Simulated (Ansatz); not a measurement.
**What DFT gives for Li₂Sb**

```
CELL_PARAMETERS angstrom
4.54828 0.00000 0.00000
-2.27414 3.93893 0.00000
0.00000 0.00000 5.57172
ATOMIC_POSITIONS crystal
Li 0.33330 0.66670 0.75000
Li 0.66660 0.33330 0.25000
Sb 0.33330 0.66670 0.25000
Sb 0.66660 0.33330 0.75000
Li 0.00000 0.00000 0.00000
Li 0.00000 0.00000 0.50000
```

Method: PBEsol, no spin polarisation; PAW, plane waves to 420 eV, 7×7×5 Γ-centred mesh, methfessel-paxton occupations (width 0.0415 eV) (Ansatz 0.2.0), atoms fixed.

Problem. What do density and ELF say about some of the short contacts?

Solution. Li–Sb at 2.63 Å: least valence density 0.13 e/Å³ and ELF 0.04 there. Li–Li at 2.79 Å: least valence density 0.06 e/Å³ and ELF 0.06 there. These are pseudo-fields; inside the PAW spheres they differ from the all-electron ones.

Problem. Are the atoms at rest?

Solution. The forces vanish by the symmetry of the sites.

Problem. Is the cell too large or too small?

Solution. The pressure is 4.5 GPa (compression positive), so with the atoms held at these fractions the cell would first expand. The principal stresses 3.5, 3.5, 6.4 GPa differ, so its shape would change too.

Problem. Is it stable against the elements?

Solution. -0.48 eV an atom against the elements' usual phases (free molecules for gases, crystals otherwise, with no correction for O₂ or N₂), so it is bound against them; other compounds may still compete. Relaxing would lower it.

Problem. Which element gives electrons and which takes them?

Solution. Bader charges in e: Li +0.83, Sb -1.65. In the mean Li gives up most and Sb takes most.

Problem. Metal or insulator?

Solution. It is a metal, with about 1.9 states/eV a cell as the mean within 0.25 eV of the Fermi level, mostly Sb p (88 %).

Origin: a known structure type with other elements, at an estimated volume, so it need not be a known compound.
